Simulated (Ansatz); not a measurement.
Crystals of one structure type (zinc blende) and one family of elements, relaxed and computed with DFT-LDA in the program Ansatz with PAW potentials.

| crystal | V (Å³/atom) | highest Γ mode, no LO–TO term (cm⁻¹) |
|---|---|---|
| BN | 5.73 | 1067 |
| AlN | 10.23 | 665 |
| GaN | 11.05 | ? |
| BP | 11.32 | 821 |
| AlP | 20.06 | 440 |
| GaAs | 21.98 | 269 |
| InP | 24.72 | 304 |

**Question.** Fit a straight line to ln ω against ln V and predict the withheld value.

**Answer.** Least squares on the 6 shown rows: ln ω = -0.93 × ln V + (8.712), with a scatter of 18.2 %. For GaN this gives 650. The run itself gave 553, a miss of 17.5 % of that.

All cells were relaxed under the symmetry of their starts (and spin orders); stability against distortions was not tested throughout. Scalar-relativistic: spin–orbit coupling is off unless named, which matters more the heavier the elements.

Potentials: the earlier of the program's two PAW sets. The files were generated under PBE; for other functionals the program regenerates the frozen cores, and for LDA and PBEsol the local potential too.
